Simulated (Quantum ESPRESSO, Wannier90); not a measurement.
Wannierisation of SiNi3 (Cu3Au type)

Materials Project entry mp-828; symmetrised, unrelaxed at this level. COD (Crystallography Open Database) has an entry of this formula and space group (matched by these alone). Level: PBEsol, no spin polarisation, no spin-orbit coupling; pw.x of Quantum ESPRESSO at 79 Ry with PseudoDojo potentials, 6×6×6 k-points, Wannier90. Density: 10×10×10 mesh, cold smearing 0.01 Ry. A non-magnetic state is assumed; magnetic ones were not tried.

On the energy scale of pw.x, whose zero is arbitrary, the Fermi level lies at 18.46 eV.

Input w.win:

```
num_bands = 9
num_wann = 9
exclude_bands = 1-3,13-58
num_iter = 800
conv_tol = 1.0e-6
conv_window = 4
write_hr = true
write_u_matrices = true
auto_projections = true
begin unit_cell_cart
ang
    3.4637400000    0.0000000000    0.0000000000
    0.0000000000    3.4637400000    0.0000000000
    0.0000000000    0.0000000000    3.4637400000
end unit_cell_cart
begin atoms_frac
Si   0.0000000000  0.0000000000  0.0000000000
Ni   0.0000000000  0.5000000000  0.5000000000
Ni   0.5000000000  0.0000000000  0.5000000000
Ni   0.5000000000  0.5000000000  0.0000000000
end atoms_frac
mp_grid = 6 6 6
begin kpoints
0.0000000000 0.0000000000 0.0000000000
0.0000000000 0.0000000000 0.1666666667
0.0000000000 0.0000000000 0.3333333333
... (213 more lines: the 6x6x6 mesh through Gamma)
end kpoints
```

Input of pw2wannier90.x that gives the overlap and projection files (equivalent; here they were cut from one run over all bands):

```
&inputpp
  outdir = './out'
  prefix = 'pwscf'
  seedname = 'w'
  write_amn = .true.
  write_mmn = .true.
  atom_proj = .true.
  atom_proj_exclude = 1 2 3 4 5 9 10 11 12 13 14 15 19 20 21 22 23 24 25 29 30 31 32 33 34
/
```

Output w.wout (banner and timings cut):

```
                                    ------
                                    SYSTEM
                                    ------

                              Lattice Vectors (Ang)
                    a_1     3.463740   0.000000   0.000000
                    a_2     0.000000   3.463740   0.000000
                    a_3     0.000000   0.000000   3.463740

                   Unit Cell Volume:      41.55620  (Ang^3)

                        Reciprocal-Space Vectors (Ang^-1)
                    b_1     1.813989   0.000000   0.000000
                    b_2     0.000000   1.813989   0.000000
                    b_3     0.000000   0.000000   1.813989

 *----------------------------------------------------------------------------*
 |   Site       Fractional Coordinate          Cartesian Coordinate (Ang)     |
 +----------------------------------------------------------------------------+
 | si   1   0.00000   0.00000   0.00000   |    0.00000   0.00000   0.00000    |
 | ni   1   0.00000   0.50000   0.50000   |    0.00000   1.73187   1.73187    |
 | ni   2   0.50000   0.00000   0.50000   |    1.73187   0.00000   1.73187    |
 | ni   3   0.50000   0.50000   0.00000   |    1.73187   1.73187   0.00000    |
 *----------------------------------------------------------------------------*
                                ------------
                                K-POINT GRID
                                ------------

             Grid size =  6 x  6 x  6      Total points =  216

 *---------------------------------- MAIN ------------------------------------*
 |  Number of Wannier Functions               :                 9             |
 |  Number of Objective Wannier Functions     :                 9             |
 |  Number of input Bloch states              :                 9             |
 |  Output verbosity (1=low, 5=high)          :                 1             |
 |  Timing Level (1=low, 5=high)              :                 1             |
 |  Optimisation (0=memory, 3=speed)          :                 3             |
 |  Length Unit                               :               Ang             |
 |  Post-processing setup (write *.nnkp)      :                 F             |
 |  Using Gamma-only branch of algorithms     :                 F             |
 *----------------------------------------------------------------------------*
 *------------------------------- WANNIERISE ---------------------------------*
 |  Total number of iterations                :               800             |
 |  Number of CG steps before reset           :                 5             |
 |  Trial step length for line search         :             2.000             |
 |  Convergence tolerence                     :         0.100E-05             |
 |  Convergence window                        :                 4             |
 |  Iterations between writing output         :                 1             |
 |  Iterations between backing up to disk     :               100             |
 |  Write r^2_nm to file                      :                 F             |
 |  Write xyz WF centres to file              :                 F             |
 |  Write on-site energies <0n|H|0n> to file  :                 F             |
 |  Use guiding centre to control phases      :                 F             |
 |  Use phases for initial projections        :                 F             |
 *----------------------------------------------------------------------------*
 *-------------------------------- PLOTTING ----------------------------------*
 |  Plotting Hamiltonian in WF basis          :                 T             |
 *----------------------------------------------------------------------------*

       ... (k-mesh section left out)

 Starting a new Wannier90 calculation ...

 Reading overlaps from w.mmn

 Reading projections from w.amn

 *------------------------------- WANNIERISE ---------------------------------*
 +--------------------------------------------------------------------+<-- CONV
 | Iter  Delta Spread     RMS Gradient      Spread (Ang^2)            |<-- CONV
 +--------------------------------------------------------------------+<-- CONV

 ------------------------------------------------------------------------------
 Initial State
  WF centre and spread    1  (  0.000000,  1.731870,  1.731870 )     0.20485115
  WF centre and spread    2  ( -0.000000,  1.731870,  1.731870 )     0.20457434
  WF centre and spread    3  ( -0.000000,  1.731870,  1.731870 )     0.20485115
  WF centre and spread    4  (  1.731870, -0.000000,  1.731870 )     0.20485115
  WF centre and spread    5  (  1.731870,  0.000000,  1.731870 )     0.20485115
  WF centre and spread    6  (  1.731870,  0.000000,  1.731870 )     0.20457434
  WF centre and spread    7  (  1.731870,  1.731870,  0.000000 )     0.20457434
  WF centre and spread    8  (  1.731870,  1.731870, -0.000000 )     0.20485115
  WF centre and spread    9  (  1.731870,  1.731870,  0.000000 )     0.20485115
  Sum of centres and spreads ( 10.391220, 10.391220, 10.391220 )     1.84282990

      0     0.184E+01     0.0000000000        1.8428298764  <-- CONV
        O_D=      0.0000000 O_OD=      0.0000015 O_TOT=      1.8428299 <-- SPRD
 ------------------------------------------------------------------------------
      1    -0.182E-10     0.0000034155        1.8428298764  <-- CONV
        O_D=      0.0000000 O_OD=      0.0000015 O_TOT=      1.8428299 <-- SPRD
      2    -0.112E-12     0.0000024557        1.8428298764  <-- CONV
        O_D=      0.0000000 O_OD=      0.0000015 O_TOT=      1.8428299 <-- SPRD
      3    -0.195E-10     0.0000024502        1.8428298763  <-- CONV
        O_D=      0.0000000 O_OD=      0.0000015 O_TOT=      1.8428299 <-- SPRD
      4    -0.130E-10     0.0000032076        1.8428298763  <-- CONV
        O_D=      0.0000000 O_OD=      0.0000015 O_TOT=      1.8428299 <-- SPRD
             <<<     Delta < 1.000E-06  over  4 iterations     >>>
             <<< Wannierisation convergence criteria satisfied >>>
 Final State
  WF centre and spread    1  (  0.000000,  1.731870,  1.731870 )     0.20485115
  WF centre and spread    2  ( -0.000000,  1.731870,  1.731870 )     0.20457434
  WF centre and spread    3  ( -0.000000,  1.731870,  1.731870 )     0.20485115
  WF centre and spread    4  (  1.731870, -0.000000,  1.731870 )     0.20485115
  WF centre and spread    5  (  1.731870,  0.000000,  1.731870 )     0.20485115
  WF centre and spread    6  (  1.731870,  0.000000,  1.731870 )     0.20457434
  WF centre and spread    7  (  1.731870,  1.731870,  0.000000 )     0.20457434
  WF centre and spread    8  (  1.731870,  1.731870, -0.000000 )     0.20485115
  WF centre and spread    9  (  1.731870,  1.731870,  0.000000 )     0.20485115
  Sum of centres and spreads ( 10.391220, 10.391220, 10.391220 )     1.84282990

         Spreads (Ang^2)       Omega I      =     1.842828397
        ================       Omega D      =     0.000000000
                               Omega OD     =     0.000001480
    Final Spread (Ang^2)       Omega Total  =     1.842829876
```
